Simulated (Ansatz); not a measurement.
A calculation with the code Ansatz. Plane-wave DFT: an element X is put into a periodic supercell of the crystal below and the atoms relax. X is one of the candidates, and is told by the neutral defect's formation energy over the elements (uncorrected), its moments where the run had spin, and its relaxed neighbours, eight at most.

```
cell
1.0
     3.2610    1.8827    2.0991
    -3.2610    1.8827    2.0991
     0.0000   -3.7654    2.0991
Al H La
1 6 1
Direct
  0.0000 0.0000 0.0000
  0.9392 0.2916 0.2916
  0.2916 0.9392 0.2916
  0.2916 0.2916 0.9392
  0.0608 0.7084 0.7084
  0.7084 0.0608 0.7084
  0.7084 0.7084 0.0608
  0.5000 0.5000 0.5000
```

host atoms in supercell: 32
functional: r2SCAN
wave cutoff: 500 eV
k mesh: 2, 2, 2
k shift: 0, 0, 0 mesh steps
gaussian smearing: 0.02 eV
start displacement: 0.05 angstrom
electrons started on: no chosen atoms
candidate elements: F, Na, Ca, Ti, Cu, Zr
found formation energy: -2.639 eV
found moment change of cell: 1 muB
found absolute moment of cell: 1.08 muB
found largest move from host sites: 1.784 angstrom
found added atom moment: 0.01 muB

```tsv
supercell vector	supercell times a (host cell vectors)	supercell times b (host cell vectors)	supercell times c (host cell vectors)
A	0	1	-1
B	-1	1	0
C	1	2	1
```

```csv
change element,change kind,change place a (host cell vectors),change place b (host cell vectors),change place c (host cell vectors)
X,interstitial,0.2,1.2,-0.45
```

| found neighbour element | found neighbour distance (angstrom) |
| --- | --- |
| Al | 1.822 |
| H | 2.142 |
| H | 2.402 |
| H | 2.404 |
| H | 2.459 |
| H | 2.465 |
| H | 2.491 |
| La | 2.52 |

Task: Which element is X?

Result: F.

Caveats: one random start near the defect, so other minima are possible; the supercell is small.
